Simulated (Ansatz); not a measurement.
Input and command of a plane-wave DFT calculation in Ansatz:

```yaml
crystal:
  lattice:
    - [6.4315507075, 0.0, 0.0]
    - [0.0, 6.4315507075, 0.0]
    - [0.0, 0.0, 23.4634931188]
  atoms:
    - { symbol: Cl, position: [0.2497542621, 0.257171892, 0.6422570331] }
    - { symbol: Cl, position: [0.2516964582, -0.1290861549, 0.7282714384] }
    - { symbol: Cl, position: [0.751004603, 0.7470191067, 0.6394562844] }
    - { symbol: Cl, position: [0.2575171387, 0.6250555927, 0.7812424768] }
basis:
  ecutwfc: 420
kpoints:
  mp_grid: { grid: [3, 3, 1] }
hamiltonian:
  xc: pbe
scf:
  occupations: { method: gaussian, width: 0.1 }
output:
  forces: true
  eigenvalues: true
  write_density: true
  volumetric_format: npy
efield:
  axis: 3
  dipole_correction: true
  ramp_width: 0.04
```

```bash
ansatz run input.yaml --threads 4 --pin off --max-ram 10240MiB --backend cpu --events-out ev --progress --plain --runs-dir out
```

Processor: Arm Neoverse V1, 4 threads, on a host shared with other jobs.

**Question.** How long does it run, and how much memory does it take?

**Answer.** About 4.3 s on 4 threads of Arm Neoverse V1, on a shared host, peak memory 0.86 GiB. It solves 18 bands at 5 k points (the mesh reduced by the symmetry that the task leaves, which can be less than the crystal's) with about 18915 plane waves, in 21 SCF iterations.
